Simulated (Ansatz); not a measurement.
# Kick test of a cell of Ta3W2

The structure comes from a generated guess, relaxed at this level; another structure or a mixture of phases may lie lower.

Level of theory: DFT PBE, scalar-relativistic, plane waves, PAW in Ansatz. Plane waves to 420 eV, a k mesh through Γ of 14×14×14 on the computed 5-atom cell and Gaussian smearing (0.10 eV); no spin polarisation.

The cell below (5 atoms, space group Fmmm (No. 69)) is relaxed within its symmetry.

```
Ta W
1.0
     0.00000    2.32260   11.48142
     1.62103    0.00000   11.48142
     1.62103    2.32260    0.00000
Ta W
3 2
Direct
  0.89606 0.89606 0.10394
  0.50000 0.50000 0.50000
  0.10394 0.10394 0.89606
  0.70278 0.70278 0.29722
  0.29722 0.29722 0.70278
```

For the test a repeat of it with 10 atoms (edges 2.83, 5.39, 11.60 Å) was strained at random (σ = 1.5 % a component), the atoms were moved at random (σ = 0.10 Å), and all was relaxed again on a coarse 8×4×2 mesh (in the run’s order of axes) with 0.20 eV smearing, with no symmetry imposed.

These runs have no spin–orbit coupling, which can matter for Ta and W.

**Question.** Does it come back?

**Answer.** It returns, within 1 meV/atom of the unmoved cell on that mesh and with the same symmetry when read at 0.1 Å (C2/m at 0.01 Å, so small strains and shifts remain). So it is stable against the distortions that fit this cell and that this random move excites. Modes that don't fit the cell aren't tested.
